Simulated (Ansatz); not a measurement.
**MgFe₄P₄O₁₆: ⁵⁷Fe Mössbauer parameters**

Cell: a computed structure from the Materials Project (it need not be an observed phase).

```cif
data_structure
_symmetry_space_group_name_H-M 'P 1'
_symmetry_Int_Tables_number 1
_cell_length_a 5.2496
_cell_length_b 6.7806
_cell_length_c 10.4672
_cell_angle_alpha 85.465
_cell_angle_beta 85.788
_cell_angle_gamma 88.587
_cell_volume 370.35
loop_
_atom_site_label
_atom_site_type_symbol
_atom_site_fract_x
_atom_site_fract_y
_atom_site_fract_z
_atom_site_occupancy
Mg1 Mg 0.17983 0.46566 0.84812 1
Fe2 Fe 0.36085 0.17687 0.14500 1
Fe3 Fe 0.80779 0.69282 0.34234 1
Fe4 Fe 0.17367 0.19805 0.63793 1
Fe5 Fe 0.67054 0.78162 0.84038 1
P6 P 0.15805 0.95811 0.92100 1
P7 P 0.66344 0.49074 0.62211 1
P8 P 0.30329 0.95380 0.39486 1
P9 P 0.86398 0.44640 0.07800 1
O10 O 0.67576 0.50752 0.47154 1
O11 O 0.15708 0.38465 0.06039 1
O12 O 0.70022 0.26693 0.12620 1
O13 O 0.82836 0.60659 0.17300 1
O14 O 0.81288 0.51854 0.93769 1
O15 O 0.86755 0.94784 0.93839 1
O16 O 0.27477 0.76722 0.86027 1
O17 O 0.23945 0.14811 0.83534 1
O18 O 0.75452 0.68380 0.66985 1
O19 O 0.20850 0.14350 0.31495 1
O20 O 0.38058 0.45172 0.67401 1
O21 O 0.31418 0.99164 0.53552 1
O22 O 0.28059 0.96359 0.05219 1
O23 O 0.57406 0.90909 0.33098 1
O24 O 0.13051 0.77714 0.37871 1
O25 O 0.83205 0.31284 0.66750 1
```

Atoms are numbered from 1 in the order listed; like atoms form one site, named after its first atom.

Method: Kohn–Sham DFT in Ansatz, PBE, plane waves and PAW, scalar-relativistic, collinear spin, 420 eV cutoff, Γ-centred 6×5×3 k-points, Fermi–Dirac smearing 0.05 eV. Start moments as typed (μB): 3 on each Fe, none on the rest.

Isomer shifts (against α-Fe) follow from the electron density at the nucleus, δ = α(ρ − ρ₀), with α = -0.366 mm s⁻¹ a₀³ and ρ₀ = 14904.00 a₀⁻³ from a line fitted to 10 measured compounds at this level of theory (rms miss 0.11 mm/s). ΔE_Q = ½eQV_zz(1 + η²/3)^½ with Q = 0.160 b for the 14.4 keV state. B_c is the Fermi-contact field along the atom's own moment; orbital and dipolar fields are not included.

Q: Give the isomer shift and quadrupole splitting and contact field of each Fe site.

A: 

```tsv
site	atoms	first shell	ρ − ρ₀ (a₀⁻³)	δ (mm/s)	ΔE_Q (mm/s)	η	|m| (μB)	B_c (T)
Fe2	2	4 O at 1.88–1.94 Å; also 1 O at 2.83 Å	-1.64	0.60	-0.91	0.99	3.54	-28.7
Fe3	3	4 O at 1.88–1.90 Å	-1.59	0.58	-0.21	0.86	3.58	-32.2
Fe4	4	4 O at 1.93–2.13 Å	-2.79	1.02	1.42	0.19	3.29	-23.3
Fe5	5	4 O at 1.95–2.13 Å; also 3 O at 3.19–3.32 Å	-2.78	1.02	1.46	0.81	3.30	-21.0
```



The largest force is 1.5 eV/Å, so the atoms aren't at the calculated equilibrium and relaxing them would move these values. Runs of this kind can end above the lowest electronic state. The run finds no gap above 0.1 eV (a metal, or nearly one), so the gradients can move by 10 % or more with the k-mesh. Semilocal functionals can leave a metal where correlation in the d or f shell opens a gap in the real compound, and that would change the values at and beside Fe. With these PAW files V_zz is typically within 2 to 3 % of all-electron values, but misses above 10 % occur on Fe. All moments are parallel here, as the start or the cell imposes; many such compounds order antiparallel, where fields and spin densities carried over to other atoms largely cancel. The magnetic order is the one that the run reached from its start moments, not necessarily the measured one; the program found signs of a lower order. Semilocal functionals underestimate the core's spin polarisation, so contact fields of ionic iron come out too small in magnitude. On Fe5 B_c is a small difference of large parts, and can be wrong severalfold and even in sign.

Hardware: 2 threads of Arm Neoverse V2 (aarch64; 32 cores open to the job, memory cap 5.0 GiB, no GPU), a shared host with a load of 0.6 a core. Wall time 19 min, CPU time 36 min, peak memory 2.9 GiB.
